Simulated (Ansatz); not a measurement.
ZrMo (CsCl type, Pm-3m), DFT-PBE in the program Ansatz with PAW potentials, all energies at zero smearing, with the estimated change up to a 700 eV cutoff added, with one set of potentials and settings (totals compare only within such a set). Cell of 2 atoms (1 Mo, 1 Zr): -9139.709 eV.

```json
[
 {"element": "Mo", "reference phase": "Im-3m, 1 atoms in the cell", "E (eV/atom)": "-4956.0212"},
 {"element": "Zr", "reference phase": "P6_3/mmc, 2 atoms in the cell", "E (eV/atom)": "-4183.8362"}
]
```

Formation energy per atom, worked out: (-9139.709 − 1×(-4956.0212) − 1×(-4183.8362))/2 = 0.074 eV/atom (7 kJ per mol of atoms), at 0 K, without zero-point energy or fitted corrections.

The start of the workflow was typed in or built on a structure type; neither database checked (COD, Materials Project) lists it. Whether it is the stable phase at ambient conditions was not checked. The PBE relaxation kept the symmetry of its start; whether a distortion lowers the energy is not shown. The run is not spin-polarised. The references are the lowest solids computed at this level, not always the standard phases.

Potentials: the later of the program's two PAW sets.
